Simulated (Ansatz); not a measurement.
ZrC:
```yaml
crystal:
  lattice:
    - [4.61890, 0.00000, 0.00000]
    - [0.00000, 4.61890, 0.00000]
    - [0.00000, 0.00000, 4.61890]
  atoms:
    - { symbol: Zr, position: [0.00000, 0.50000, 0.50000] }
    - { symbol: Zr, position: [0.50000, 0.00000, 0.50000] }
    - { symbol: Zr, position: [0.50000, 0.50000, 0.00000] }
    - { symbol: C, position: [0.50000, 0.00000, 0.00000] }
    - { symbol: C, position: [0.00000, 0.50000, 0.00000] }
    - { symbol: C, position: [0.00000, 0.00000, 0.50000] }
```

Relaxed with r²SCAN. Special points in fractions of this cell's reciprocal vectors: Γ (0.000, 0.000, 0.000); X (0.000, 0.500, 0.000); M (0.500, 0.500, 0.000); R (0.500, 0.500, 0.500).

Q: List the band energies nearest the Fermi level at these points for r²SCAN with spin–orbit coupling (plane waves, PAW; program Ansatz).

A: In eV from the Fermi level; about four levels below and three above (degenerate sets whole), none deeper than 8.9 eV; points with the same levels are listed once.

```
k                                below                above
-  -----------------------------------  -------------------
Γ  -0.87 -0.87 -0.87 -0.87 -0.87 -0.87  0.27 0.27 0.27 0.27
X              -0.18 -0.18 -0.03 -0.03  0.02 0.02 1.56 1.56
M              -0.89 -0.89 -0.02 -0.02  0.82 0.82 0.89 0.89
R  -3.33 -3.33 -3.33 -3.33 -3.31 -3.31  0.31 0.31 0.31 0.31
```

Space group Pm-3m. The start of the workflow was typed in or built on a structure type; neither database checked (COD, Materials Project) lists it. It is not the phase usual at ambient conditions (space group No. 225). The cell was relaxed with r²SCAN under the symmetry of its start; its stability against distortions is not shown here. No spin polarisation was allowed. The volume moved by 17 % from the start of the relaxation. Its formation energy is positive at this level, so the cell may be metastable or incomplete.

Potentials: the earlier of the program's two PAW sets.
